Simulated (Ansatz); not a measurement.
Si3Rh5:
```
Si3Rh5
1.0
    5.34668     0.00000     0.00000
    0.00000    10.22288     0.00000
    0.00000     0.00000     3.86684
Si Rh
6 10
Direct
  0.09362   0.65524   0.50000
  0.90638   0.34476   0.50000
  0.59362   0.84476   0.50000
  0.40638   0.15524   0.50000
  0.50000   0.50000   0.00000
  0.00000   0.00000   0.00000
  0.33411   0.39252   0.50000
  0.66589   0.60748   0.50000
  0.83411   0.10748   0.50000
  0.16589   0.89252   0.50000
  0.33905   0.71239   0.00000
  0.66095   0.28761   0.00000
  0.83905   0.78761   0.00000
  0.16095   0.21239   0.00000
  0.50000   0.00000   0.00000
  0.00000   0.50000   0.00000
```

Relaxed with r²SCAN.

Task: Map the valence electron density (e/Å³), cut off at 2 on the plane through (0.094, 0.655, 0.500) spanned by u = [1, 0, 0] and v = [0, 1, 0] in lattice vectors, from the program Ansatz at the r²SCAN level (PAW).

Result: x is the fraction of u, y of v (the angle between them is 90°; rows are the nearest grid lines); atoms in the plane: Si at (0.00, 0.00), Si at (0.81, 0.69), Si at (0.50, 0.19), Si at (0.31, 0.50), Rh at (0.24, 0.74), Rh at (0.57, 0.95), Rh at (0.74, 0.45), Rh at (0.07, 0.24).
```
y \ x   0.000  0.0741  0.185  0.259  0.370  0.444  0.556  0.630  0.741  0.815  0.926   1.00
------  -----  ------  -----  -----  -----  -----  -----  -----  -----  -----  -----  -----
1.00    0.035   0.162  0.287  0.189  0.335   1.56   2.00   2.00  0.777  0.518  0.195  0.035
0.925   0.320   0.289  0.182  0.148  0.404   2.00   2.00   2.00  0.952  0.402  0.362  0.320
0.850   0.184   0.208  0.321  0.365  0.315  0.355  0.542  0.462  0.226  0.184  0.179  0.184
0.775   0.356   0.814   2.00   2.00   2.00  0.357  0.148  0.175  0.272  0.314  0.328  0.356
0.700   0.548   0.959   2.00   2.00   2.00  0.362  0.188  0.278  0.159  0.045  0.402  0.548
0.625   0.265   0.253  0.441  0.558  0.354  0.213  0.183  0.271  0.419  0.376  0.331  0.265
0.550   0.172   0.201  0.374  0.334  0.294  0.350  0.299  0.414  0.797  0.641  0.248  0.172
0.450   0.195   0.171  0.281  0.251  0.318  0.464  0.889   2.00   2.00   2.00  0.659  0.195
0.375   0.224   0.198  0.195  0.207  0.210  0.203  0.283  0.697   2.00   1.21  0.326  0.224
0.300    2.00    2.00   1.22  0.360  0.237  0.247  0.230  0.194  0.163  0.198  0.654   2.00
0.225    2.00    2.00   2.00  0.876  0.482  0.238  0.191  0.294  0.179  0.200   2.00   2.00
0.150   0.879    1.25  0.536  0.347  0.371  0.234  0.265  0.368  0.204  0.175  0.396  0.879
0.0750  0.420   0.434  0.259  0.184  0.221  0.348  0.481  0.377  0.226  0.237  0.352  0.420
0.000   0.035   0.162  0.287  0.189  0.335   1.56   2.00   2.00  0.777  0.518  0.195  0.035
```

The density is the valence pseudo-density with augmentation charge, so density and ELF within about 1 Å of a nucleus are not all-electron values.

Space group Pbam. The first step of the workflow began from a Materials Project structure, measured or hypothetical; the Crystallography Open Database copy checked does not list it. Whether it is the stable phase at ambient conditions was not checked. Symmetry was held in the r²SCAN relaxation; whether a distortion lowers the energy is not shown. The run is not spin-polarised.

Potentials: the later of the program's two PAW sets.
